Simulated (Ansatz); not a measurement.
Input, command and steps of an Ansatz relaxation.

```yaml
crystal:
  lattice:
    - [-3.2626298827, 3.2626298827, 2.8526300834]
    - [3.2626298827, -3.2626298827, 2.8526300834]
    - [3.2626298827, 3.2626298827, -2.8526300834]
  atoms:
    - { symbol: Zr, position: [0.6691524689, 0.1691524689, 0.8383049377] }
    - { symbol: Zr, position: [0.3308475311, 0.8308475311, 0.1616950623] }
    - { symbol: Zr, position: [0.8308475311, 0.6691524689, 0.5] }
    - { symbol: Zr, position: [0.1691524689, 0.3308475311, 0.5] }
    - { symbol: Ir, position: [0.75, 0.75, 0.0] }
    - { symbol: Ir, position: [0.25, 0.25, 0.0] }
basis:
  ecutwfc: 420
kpoints:
  mp_grid: { grid: [8, 8, 8] }
hamiltonian:
  xc: pbesol
scf:
  occupations: { method: gaussian, width: 0.1 }
output:
  forces: true
  stress: true
  eigenvalues: true
relax:
  adjacent_minimum: "off"
  f_tol: 0.01
  max_steps: 30
  cell: { stress_tol: 0.1, fix: [volume] }
```

```bash
ansatz run input.yaml --threads 2 --pin off --max-ram 5120MiB --backend cpu --events-out ev --progress --plain --runs-dir out
```

Level of theory: DFT PBEsol, scalar-relativistic, plane waves, PAW in Ansatz.

The volume is held at 1.03 times that of the relaxed cell.

Of 5 frames 4 are shown, positions in Å and forces in eV/Å; the SCF threshold varies from step to step. Steps run on the plane waves of an earlier cell, with a Pulay correction in the pressure. The basis is chosen afresh for the last frame, the zero of the energies, and at times for earlier ones too; energy and pressure step there, also at an unchanged geometry. The mark taken_back stands on steps that the optimiser undid.

```xyz
6
Lattice="-3.2626 3.2626 2.8526 3.2626 -3.2626 2.8526 3.2626 3.2626 -2.8526" Properties=species:S:1:pos:R:3:forces:R:3 pbc="T T T" step=1 free_energy_over_end_meV_per_atom=1.33 pressure_GPa=-4.60
Zr    1.1038    4.3664    0.0000    0.1093    0.1093    0.0000
Zr    2.1589   -1.1038    2.8526   -0.1093   -0.1093    0.0000
Zr    1.1038    2.1589    2.8526    0.1093   -0.1093    0.0000
Zr    2.1589    1.1038    0.0000   -0.1093    0.1093    0.0000
Ir    0.0000    0.0000    4.2789    0.0000    0.0000    0.0000
Ir    0.0000    0.0000    1.4263    0.0000    0.0000    0.0000
6
Lattice="-3.2594 3.2594 2.8583 3.2594 -3.2594 2.8583 3.2594 3.2594 -2.8583" Properties=species:S:1:pos:R:3:forces:R:3 pbc="T T T" step=2 free_energy_over_end_meV_per_atom=4.14 pressure_GPa=-2.58 taken_back
Zr    1.1513    4.4107    0.0000   -0.1964   -0.1964    0.0000
Zr    2.1081   -1.1513    2.8583    0.1964    0.1964    0.0000
Zr    1.1513    2.1081    2.8583   -0.1964    0.1964    0.0000
Zr    2.1081    1.1513    0.0000    0.1964   -0.1964    0.0000
Ir    0.0000    0.0000    4.2874    0.0000    0.0000    0.0000
Ir    0.0000    0.0000    1.4291    0.0000    0.0000    0.0000
6
Lattice="-3.2541 3.2541 2.8676 3.2541 -3.2541 2.8676 3.2541 3.2541 -2.8676" Properties=species:S:1:pos:R:3:forces:R:3 pbc="T T T" step=3 free_energy_over_end_meV_per_atom=0.03 pressure_GPa=-3.79
Zr    1.1207    4.3748    0.0000   -0.0049   -0.0049    0.0000
Zr    2.1334   -1.1207    2.8676    0.0049    0.0049    0.0000
Zr    1.1207    2.1334    2.8676   -0.0049    0.0049    0.0000
Zr    2.1334    1.1207    0.0000    0.0049   -0.0049    0.0000
Ir    0.0000    0.0000    4.3014    0.0000    0.0000    0.0000
Ir    0.0000    0.0000    1.4338    0.0000    0.0000    0.0000
6
Lattice="-3.2569 3.2569 2.8627 3.2569 -3.2569 2.8627 3.2569 3.2569 -2.8627" Properties=species:S:1:pos:R:3:forces:R:3 pbc="T T T" step=5 free_energy_over_end_meV_per_atom=0.00 pressure_GPa=-3.85
Zr    1.1202    4.3772    0.0000   -0.0023   -0.0023    0.0000
Zr    2.1367   -1.1202    2.8627    0.0023    0.0023    0.0000
Zr    1.1202    2.1367    2.8627   -0.0023    0.0023    0.0000
Zr    2.1367    1.1202    0.0000    0.0023   -0.0023    0.0000
Ir    0.0000    0.0000    4.2940    0.0000    0.0000    0.0000
Ir    0.0000    0.0000    1.4313    0.0000    0.0000    0.0000
```

Time: 57 s on 2 threads of Arm Neoverse V1, on a shared host, peak memory 0.6 GiB.

Spin–orbit coupling is left out, which can shift energies with elements as heavy as these.